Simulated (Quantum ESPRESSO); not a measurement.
# Mo6AlTa: input and log of a self-consistent run

Computed values, not a measurement. The program is pw.x of Quantum ESPRESSO 7.5 (plane-wave density functional theory). The cell is made up: eight metal atoms on a hexagonal close-packed lattice, with elements, volume, strain and displacements drawn at random and not relaxed, so it may be unstable or far from any real phase. PseudoDojo standard norm-conserving files set the functional (PBE unless stated); there is no spin polarisation or spin-orbit coupling, the Fermi-Dirac width of 0.25 eV means electrons at about 2900 K, and the masses in the input are unused placeholders. Heavy elements are run without spin-orbit coupling, which real alloys of them have. A spin test at this wide smearing found no moment, but such smearing suppresses magnetism that the real alloy may have.

Input:

```
&control calculation='scf', pseudo_dir='./dojo.nc.sr.pbe.v0_5.standard.upf', outdir='./o', disk_io='minimal', tprnfor=.true., tstress=.true. /
&system ibrav=0, nat=8, ntyp=3, nbnd=67, ecutwfc=79.96652505, nosym=.true., tot_charge=0,
 occupations='smearing', smearing='fd', degauss=0.0183746611
/
&electrons conv_thr=1.470e-08, electron_maxstep=70, mixing_beta=0.5 /
ATOMIC_SPECIES
Al 1.0 Al.upf
Mo 1.0 Mo.upf
Ta 1.0 Ta.upf
CELL_PARAMETERS angstrom
2.8666 -0.0054 4.4195
2.8284 -0.0585 -4.3951
-2.9028 5.046 0.0172
ATOMIC_POSITIONS angstrom
Mo 0.1156 -0.0351 0.0758
Al -1.4466 2.4809 -0.0017
Mo 2.8821 1.5689 -2.15
Mo 1.3323 4.1207 -2.1727
Mo 2.9533 -0.0113 0.0805
Ta 1.3567 2.5488 0.0743
Mo 2.7866 1.6193 2.1796
Mo 1.3667 4.1455 2.3025
K_POINTS automatic
6 6 5 1 1 1
```

The log is shortened where brackets say so; the opening notice, blank lines, dates and the lines on written files are dropped, and the path of the files is cut. It prints rydbergs, bohrs and kilobars, and counts compression as positive stress. Its total energy is the free energy E - TS of the whole cell.

```
     Program PWSCF v.7.5
     Parallel version (MPI & OpenMP), running on       4 processor cores
     Number of MPI processes:                 4
     Threads/MPI process:                     1
     [start-up lines left out]
     bravais-lattice index     =            0
     lattice parameter (alat)  =       9.9546  a.u.
     unit-cell volume          =     849.1300 (a.u.)^3
     number of atoms/cell      =            8
     number of atomic types    =            3
     number of electrons       =       100.00
     number of Kohn-Sham states=           67
     kinetic-energy cutoff     =      79.9665  Ry
     charge density cutoff     =     319.8661  Ry
     scf convergence threshold =      1.5E-08
     mixing beta               =       0.5000
     number of iterations used =            8  plain     mixing
     Exchange-correlation= PBE
                           (   1   4   3   4   0   0   0)
     [axes and pseudopotential details left out]
   Cartesian axes
     site n.     atom                  positions (alat units)
         1        Mo     tau(   1) = (   0.0219448  -0.0066632   0.0143894  )
         2        Al     tau(   2) = (  -0.2746133   0.4709583  -0.0003227  )
         3        Mo     tau(   3) = (   0.5471195   0.2978300  -0.4081423  )
         4        Mo     tau(   4) = (   0.2529154   0.7822475  -0.4124515  )
         5        Mo     tau(   5) = (   0.5606357  -0.0021451   0.0152816  )
         6        Ta     tau(   6) = (   0.2575473   0.4838480   0.0141046  )
         7        Mo     tau(   7) = (   0.5289904   0.3073976   0.4137614  )
         8        Mo     tau(   8) = (   0.2594456   0.7869553   0.4370919  )
     number of k points=    90  Fermi-Dirac smearing, width (Ry)=  0.0184
                       cart. coord. in units 2pi/alat
        k(    1) = (   0.1563522   0.1943456  -0.0018483), wk =   0.0222222
        k(    2) = (   0.1587156   0.4044995  -0.0031246), wk =   0.0222222
     [further k points left out]
     Dense  grid:    82045 G-vectors     FFT dimensions: (  60,  60,  64)
     Estimated max dynamical RAM per process >     384.51 MB
     Estimated total dynamical RAM >       1.44 GB
     Initial potential from superposition of free atoms
     starting charge      99.9880, renormalised to     100.0000
     Starting wfcs are   74 randomized atomic wfcs
     total cpu time spent up to now is        7.2 secs
     per-process dynamical memory:   324.2 Mb
     Self-consistent Calculation
     iteration #  1     ecut=    79.97 Ry     beta= 0.50
     Davidson diagonalization with overlap
     ethr =  1.00E-02,  avg # of iterations =  2.5
     total cpu time spent up to now is       23.6 secs
     total energy              =    -977.70715128 Ry
     estimated scf accuracy    <       1.05207266 Ry
     iteration #  2     ecut=    79.97 Ry     beta= 0.50
     Davidson diagonalization with overlap
     ethr =  1.05E-03,  avg # of iterations =  4.5
     total cpu time spent up to now is       41.3 secs
     total energy              =    -977.73837343 Ry
     estimated scf accuracy    <       2.19069216 Ry
     iteration #  3     ecut=    79.97 Ry     beta= 0.50
     Davidson diagonalization with overlap
     ethr =  1.05E-03,  avg # of iterations =  2.3
     total cpu time spent up to now is       57.0 secs
     total energy              =    -978.00066760 Ry
     estimated scf accuracy    <       0.21817820 Ry
     iteration #  4     ecut=    79.97 Ry     beta= 0.50
     Davidson diagonalization with overlap
     ethr =  2.18E-04,  avg # of iterations =  2.8
     total cpu time spent up to now is       73.0 secs
     total energy              =    -978.00285149 Ry
     estimated scf accuracy    <       0.71828653 Ry
     iteration #  5     ecut=    79.97 Ry     beta= 0.50
     Davidson diagonalization with overlap
     ethr =  2.18E-04,  avg # of iterations =  2.0
     total cpu time spent up to now is       86.5 secs
     total energy              =    -978.06149955 Ry
     estimated scf accuracy    <       0.01259132 Ry
     [iterations 6 to 11 left out]
     iteration # 12     ecut=    79.97 Ry     beta= 0.50
     Davidson diagonalization with overlap
     ethr =  2.77E-09,  avg # of iterations =  2.0
     total cpu time spent up to now is      198.9 secs
     total energy              =    -978.06536538 Ry
     estimated scf accuracy    <       0.00000290 Ry
     iteration # 13     ecut=    79.97 Ry     beta= 0.50
     Davidson diagonalization with overlap
     ethr =  2.77E-09,  avg # of iterations =  1.0
     total cpu time spent up to now is      211.5 secs
     total energy              =    -978.06536563 Ry
     estimated scf accuracy    <       0.00000014 Ry
     iteration # 14     ecut=    79.97 Ry     beta= 0.50
     Davidson diagonalization with overlap
     ethr =  1.39E-10,  avg # of iterations =  2.0
     total cpu time spent up to now is      226.8 secs
     total energy              =    -978.06536563 Ry
     estimated scf accuracy    <       0.00000012 Ry
     iteration # 15     ecut=    79.97 Ry     beta= 0.50
     Davidson diagonalization with overlap
     ethr =  1.16E-10,  avg # of iterations =  2.0
     total cpu time spent up to now is      241.0 secs
     total energy              =    -978.06536564 Ry
     estimated scf accuracy    <       0.00000013 Ry
     iteration # 16     ecut=    79.97 Ry     beta= 0.50
     Davidson diagonalization with overlap
     ethr =  1.16E-10,  avg # of iterations =  1.0
     total cpu time spent up to now is      253.7 secs
     End of self-consistent calculation
     [lines on levels left out]
!    total energy              =    -978.06536564 Ry
     estimated scf accuracy    <       0.00000001 Ry
     smearing contrib. (-TS)   =      -0.13321861 Ry
     internal energy E=F+TS    =    -977.93214704 Ry
     The total energy is F=E-TS. E is the sum of the following terms:
     one-electron contribution =    -183.15337273 Ry
     hartree contribution      =     149.40168909 Ry
     xc contribution           =    -155.86083575 Ry
     ewald contribution        =    -788.31962765 Ry
     convergence has been achieved in  16 iterations
     Forces acting on atoms (cartesian axes, Ry/au):
     atom    1 type  2   force =     0.01464471    0.02566522   -0.02376211
     atom    2 type  1   force =     0.00960344    0.00336803    0.01422071
     atom    3 type  2   force =    -0.03306846    0.00331915    0.00258416
     atom    4 type  2   force =     0.00712514   -0.02608173   -0.00765780
     atom    5 type  2   force =    -0.02276268    0.01798662   -0.01428179
     atom    6 type  3   force =     0.02073775   -0.02299596   -0.03210532
     atom    7 type  2   force =     0.01481242   -0.00988704    0.03244512
     atom    8 type  2   force =    -0.01109233    0.00862571    0.02855703
     Total force =     0.095197     Total SCF correction =     0.000224
     Computing stress (Cartesian axis) and pressure
          total   stress  (Ry/bohr**3)                   (kbar)     P=       90.78
   0.00040418  -0.00006952  -0.00001912           59.46      -10.23       -2.81
  -0.00006952   0.00040751  -0.00000517          -10.23       59.95       -0.76
  -0.00001912  -0.00000517   0.00103969           -2.81       -0.76      152.94
     init_run     :      6.78s CPU      7.11s WALL (       1 calls)
     electrons    :    243.56s CPU    246.52s WALL (       1 calls)
     forces       :      2.29s CPU      2.30s WALL (       1 calls)
     stress       :      7.94s CPU      7.94s WALL (       1 calls)
     [timing details left out]
     PWSCF        :   4m20.70s CPU   4m24.02s WALL
     JOB DONE.
```

In other units: free energy -13307.257 eV for the cell, pressure 9.08 GPa, largest force component 0.850 eV/Å in size. The run took 266 s of wall time with four MPI processes on a shared machine (Intel Xeon, 2023 or later, virtual cores), so the time is rough. A rerun of this cell at a higher cutoff and on a denser mesh moved values by no more than 0.003 eV in energy, 0.04 GPa in stress and 0.004 eV/Å in force, and a second program with other atomic files agreed on that cell to 2 % rms in force and 0.5 GPa in pressure.